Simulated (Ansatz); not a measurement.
Below is a relaxed structure of FeCo3Ge4. The cell was found from a structure generator's guess, not taken from experiment.

Level of theory: DFT PBE, scalar-relativistic, plane waves, PAW (Ansatz 0.2.0). Cutoff 420 eV, Γ-centred mesh, Gaussian smearing, collinear spin.

```xyz
8
Lattice="3.2873 1.8979 2.6794 -3.2873 1.8979 2.6794 0.0000 -3.7958 2.6794" Properties=species:S:1:pos:R:3 pbc="T T T"
Fe    0.0000    0.0000    6.9556
Co   -1.6296    0.0692    3.0335
Co    0.7548   -1.4459    3.0335
Co    0.8747    1.3766    3.0335
Ge    1.6392   -0.2811    4.9365
Ge   -0.5762    1.5601    4.9365
Ge   -1.0630   -1.2790    4.9365
Ge    0.0000    0.0000    1.2871
```

Energies over the elements count from the elements' standard structures at the same level, with no fitted energy shifts.

(1) Find its symmetry and describe it.

(2) What is its formation energy per atom?

(3) Is it a metal?

(4) Which magnetic moments does it keep?

Results:

(1) R3 (No. 146). Conventional cell: a = 6.575 Å, c = 8.038 Å. Around Fe lie 4 Ge at 2.37–2.40 Å, 3 Ge at 2.62 Å and 6 Co at 2.86 Å; Co has 4 Ge at 2.38–2.40 Å, 3 Ge at 2.63–2.64 Å, 4 Co at 2.83–2.85 Å and 2 Fe at 2.86 Å; Ge on a site of symmetry 1 is surrounded by 3 Co at 2.38–2.40 Å, 1 Fe at 2.40 Å, 1 Fe at 2.62 Å, 2 Co at 2.63–2.64 Å and 6 Ge at 2.87–2.90 Å; Ge on a site of symmetry 3 has 1 Fe at 2.37 Å, 3 Co at 2.39 Å, 3 Co at 2.64 Å and 6 Ge at 2.87–2.90 Å.

(2) −0.16 eV/atom. It lies below the elements, which doesn't yet make it stable against other compounds or structures.

(3) Yes, bands cross the Fermi level on the 12×12×12 mesh.

(4) 0.15 μB per atom net, the space between the atoms included; by site: Fe 0.9; Co 0.2 (×3) μB.

The last run used collinear spin, a 12×12×12 mesh for its 8-atom cell and Gaussian smearing of 0.10 eV. The magnetic state reached may not be the lowest. A structure relaxed within its symmetry needn't be a true minimum.
